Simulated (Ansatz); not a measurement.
## SrH12Br2O6, one structure, two calculations

Cell: an entry of the Crystallography Open Database (COD), its atoms then relaxed with PBE in this cell.

Space group P321 (No. 150); a = 8.2040, c = 4.1590 Å, γ = 120.00°.

| site | Wyckoff | site symmetry | x | y | z |
| --- | --- | --- | --- | --- | --- |
| Sr | 1a | 32. | 0.0000 | 0.0000 | 0.0000 |
| H2 | 6g | 1 | 0.0959 | 0.4332 | 0.9056 |
| H8 | 6g | 1 | 0.3447 | 0.2356 | 0.5136 |
| Br | 2d | 3.. | 0.3333 | 0.6667 | 0.5847 |
| O16 | 3f | .2. | 0.7839 | 0.0000 | 0.5000 |
| O19 | 3e | .2. | 0.3132 | 0.0000 | 0.0000 |

One atom of each set is listed.

First run. The numbers come from a DFT calculation in Ansatz (PBE, plane waves and PAW, scalar-relativistic, 420 eV cutoff, Γ-centred 3×3×5 k-points, Fermi–Dirac smearing 0.02 eV).

| site | V_zz (10²¹ V/m²) | η |
| --- | --- | --- |
| Sr | 0.92 | 0.00 |
| H2 | 3.64 | 0.14 |
| H8 | 3.55 | 0.11 |
| Br | -6.89 | 0.00 |
| O16 | -13.55 | 0.78 |
| O19 | -14.95 | 0.72 |

Second run. The same atoms and settings, except that the functional is r2SCAN and the cutoff is 500 eV.

(1) Given the first result, estimate the second.

Results:

(1) 

| site | V_zz | η | change of V_zz |
| --- | --- | --- | --- |
| Sr | 1.00 | 0.00 | +0.08 |
| H2 | 3.55 | 0.15 | -0.09 |
| H8 | 3.47 | 0.12 | -0.08 |
| Br | -6.18 | 0.00 | +0.71 |
| O16 | -13.92 | 0.78 | -0.37 |
| O19 | -15.29 | 0.73 | -0.34 |

The largest change of V_zz is on Br, from -6.89 to -6.18. In per cent, |V_zz| changes by +9 on Sr, -2 on H, -10 on Br, +2 to +3 on O (all sites that start above 0.5).

Without spin–orbit coupling (the program notes it for Sr) the gradients are little affected as a rule: paired runs on crystals with a gap mostly move them by under 2 % at such atoms. The lattice is static: at room temperature water may turn and average the couplings of its hydrogen. The entry's hydrogen positions were far off; the other atoms hardly move on relaxation.
For the second run: The largest force is 0.5 eV/Å, so the atoms aren't at the calculated equilibrium and relaxing them would move these values.
